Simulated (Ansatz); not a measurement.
Relaxation of a relaxed WSe2 cell, doubled along one cell vector, shaken by Gaussian noise of σ = 0.08 Å a coordinate; 12 atoms in the cell, which starts as P1 (No. 1), aP12; a = 3.313 Å, b = 5.627 Å, c = 12.642 Å, α = 90.00°, β = 90.00°, γ = 90.00°. Computed with r2SCAN (plane waves to 500 eV, PAW, scalar-relativistic; Ansatz, an electronic-structure program). Γ-centred k-mesh 4×2×7 on the run's cell (coarser than for final values), Fermi–Dirac smearing 0.05 eV. This is the first round of the run. 

The optimiser's lines from the output (shortened; P is positive under compression):

```
relax step   1: F+E_penalty+E_count = -85419.68943403 eV  Δ(F+E_penalty+E_count) = +0.000e0 eV  max|allowed force component| = 2.069e0 eV/Å  Δτ_max = 0.0000 Å  P = +1.577 GPa  Ω = 235.708 Å³  (14 SCF iters, dr2 threshold 1.00e-7 eV, accepted)
relax step   2: F+E_penalty+E_count = -85420.52702723 eV  Δ(F+E_penalty+E_count) = -8.376e-1 eV  max|allowed force component| = 3.394e-1 eV/Å  Δτ_max = 0.1941 Å  P = -0.153 GPa  Ω = 235.422 Å³  (10 SCF iters, dr2 threshold 1.20e-6 eV, accepted)
relax step   3: F+E_penalty+E_count = -85420.56650255 eV  Δ(F+E_penalty+E_count) = -3.948e-2 eV  max|allowed force component| = 1.330e-1 eV/Å  Δτ_max = 0.0703 Å  P = +0.170 GPa  Ω = 235.197 Å³  (6 SCF iters, dr2 threshold 1.20e-6 eV, accepted)
relax step   4: F+E_penalty+E_count = -85420.57133216 eV  Δ(F+E_penalty+E_count) = -4.830e-3 eV  max|allowed force component| = 7.301e-2 eV/Å  Δτ_max = 0.0172 Å  P = -0.010 GPa  Ω = 235.763 Å³  (5 SCF iters, dr2 threshold 1.11e-6 eV, accepted)
relax step   5: F+E_penalty+E_count = -85420.57260172 eV  Δ(F+E_penalty+E_count) = -1.270e-3 eV  max|allowed force component| = 3.687e-3 eV/Å  Δτ_max = 0.0094 Å  P = -0.001 GPa  Ω = 236.055 Å³  (5 SCF iters, dr2 threshold 3.33e-7 eV, accepted)
relax step   6: F+E_penalty+E_count = -85420.57259702 eV  Δ(F+E_penalty+E_count) = +4.706e-6 eV  max|allowed force component| = 2.241e-3 eV/Å  Δτ_max = 0.0012 Å  P = -0.008 GPa  Ω = 236.116 Å³  (6 SCF iters, dr2 threshold 1.63e-9 eV, accepted)
relax step   7: F+E_penalty+E_count = -85420.57261811 eV  Δ(F+E_penalty+E_count) = -2.109e-5 eV  max|allowed force component| = 2.851e-4 eV/Å  Δτ_max = 0.0001 Å  P = -0.000 GPa  Ω = 236.111 Å³  (4 SCF iters, dr2 threshold 7.30e-9 eV, accepted)
relax step   8: F+E_penalty+E_count = -85420.57267980 eV  Δ(F+E_penalty+E_count) = -6.169e-5 eV  max|allowed force component| = 2.940e-4 eV/Å  Δτ_max = 0.0000 Å  P = -0.000 GPa  Ω = 236.111 Å³  stress off target by 1.95e-3 GPa  SCF on the basis re-selected at this cell (its energy is not comparable with the rows above)  (6 SCF iters)
```

From the first to the last row the energy changes by -0.07 eV/atom and the volume by +0.2 %. The last row is marked as not comparable with the walk above it, whose basis was carried along; it does compare with step 1, since both stand on a basis selected at the nominal cutoff for their own cell.

Later rounds, restarted from the end of this one on a renewed k-mesh, logged 4 more steps and released under 0.01 eV/atom more. The final structure after all rounds: Pnnm (No. 58), oP6, AFLOW prototype AB2_oP6_58_a_g (as in Fe2C); a = 5.6270 Å, b = 6.3209 Å, c = 3.3133 Å, α = β = γ = 90.00°. No spin polarisation in the result.

The relaxed structure here is a generated cell of WSe2: the first start was made by placing the elements on the sites of a structure type, and the end was not matched to a known phase here, so it may be hypothetical. Known forms of WSe2 include space group No. 194.
